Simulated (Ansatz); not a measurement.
## Where the states of Ge lie

```
Ge
1.0
     0.00000    2.82877    2.82877
     2.82877    0.00000    2.82877
     2.82877    2.82877    0.00000
Ge
2
Direct
  0.50000 0.50000 0.50000
  0.75000 0.75000 0.75000
```

Structure: COD 9011050, as refined from experiment and not relaxed.

Theory: Ansatz 0.2.0, DFT, LDA, all-electron LAPW, scalar-relativistic.

Settings: a Γ-centred 10×10×10 k mesh, Fermi–Dirac smearing of 0.05 eV, basis error target 0.25 meV/atom, no spin polarisation.

States per eV and cell, averaged over 0.6 eV, from -10.0 to 1.8 eV, with energies (bin centres) from the Fermi level; empty bins are left out. 

```
E (eV)  total
  -9.8   0.65
  -9.2   0.27
  -8.6   0.19
  -8.0   0.62
  -7.4   0.95
  -6.8   0.49
  -6.2   0.34
  -5.6   0.23
  -5.0   0.18
  -4.4   0.47
  -3.8   1.17
  -3.2   1.30
  -2.6   1.41
  -2.0   1.26
  -1.4   0.93
  -0.8   0.36
  -0.2   0.08
   0.4   0.07
   1.0   0.62
   1.6   1.65
```
